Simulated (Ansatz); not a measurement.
A geometry of Ir away from equilibrium: step 2 of the relaxation of a relaxed Ir cell, doubled along one cell vector, shaken by Gaussian noise of σ = 0.08 Å a coordinate. Method: r2SCAN (plane waves to 500 eV, PAW, scalar-relativistic; Ansatz, a quantum-chemistry and plane-wave program). Γ-centred k-mesh 14×7×7 on the run's cell (coarser than for final values), Fermi–Dirac smearing 0.05 eV.

```xyz
4
Lattice="2.7319 -0.0043 0.0075 -2.7394 4.7311 -0.0227 0.0122 -0.0142 4.3724" Properties=species:S:1:pos:R:3:forces:R:3 pbc="T T T" free_energy=-47799.717 pressure_GPa=5.6
Ir    -0.0027     1.5678     1.0342   -0.3322    0.1675    0.8541
Ir    -1.3836     3.9252     0.9896   -0.0792    0.2258    1.3846
Ir     1.3181     0.7868     3.2801    0.3843    0.0895   -1.0838
Ir    -0.0245     3.1755     3.2587    0.0271   -0.4828   -1.1549
```

Positions in Å, forces in eV/Å, free energy of the cell in eV (comparable only within this code, potentials and settings). Largest force: 1.41 eV/Å, on Ir2 (atoms numbered as listed); the geometry lies 0.03 eV/atom above the end of its relaxation.

No spin polarisation in the result.

The end of the path is a generated cell of Ir: the first start was made by placing the elements on the sites of a structure type, and the end was not matched to a known phase here, so it may be hypothetical. Known forms of Ir include space group No. 225.
